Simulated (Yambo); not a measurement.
```
KI
1.0
    0.00000     3.50204     3.50204
    3.50204     0.00000     3.50204
    3.50204     3.50204     0.00000
K I
1 1
Direct
  0.00000   0.00000   0.00000
  0.50000   0.50000   0.50000
```

KI (rock salt, space group Fm-3m, No. 225): mean Im ε in 1 eV windows above the direct gap of 5.69 eV, for different electron-hole kernels (Yambo, broadening 0.15 eV, PBEsol (Quantum ESPRESSO, PseudoDojo norm-conserving, 74 Ry, with spin-orbit coupling) bands; 4×4×4 mesh, 6 valence and 20 conduction bands, static screening with 82 bands and a 4 Ry block, scissor 2.14 eV, Tamm-Dancoff; field along x).

```json
[
 {"window (eV)": "5.7 to 6.7", "independent quasiparticles": "0.5", "RPA (no attraction)": "0.4", "BSE": "5.0"},
 {"window (eV)": "6.7 to 7.7", "independent quasiparticles": "3.0", "RPA (no attraction)": "1.9", "BSE": "2.6"},
 {"window (eV)": "7.7 to 8.7", "independent quasiparticles": "4.0", "RPA (no attraction)": "2.7", "BSE": "3.6"},
 {"window (eV)": "8.7 to 9.7", "independent quasiparticles": "4.6", "RPA (no attraction)": "2.3", "BSE": "3.5"},
 {"window (eV)": "9.7 to 10.7", "independent quasiparticles": "4.3", "RPA (no attraction)": "2.3", "BSE": "1.6"},
 {"window (eV)": "10.7 to 11.7", "independent quasiparticles": "2.5", "RPA (no attraction)": "2.7", "BSE": "0.8"}
]
```

This run doesn't resolve bound excitons or single peaks, so only averages are given, and they too depend on the mesh; weight that the attraction moves below the gap isn't listed. All transitions below 13.85 eV are in the band window. The scissor comes from a G0W0 run whose convergence isn't established.

Geometry relaxed with PBEsol.
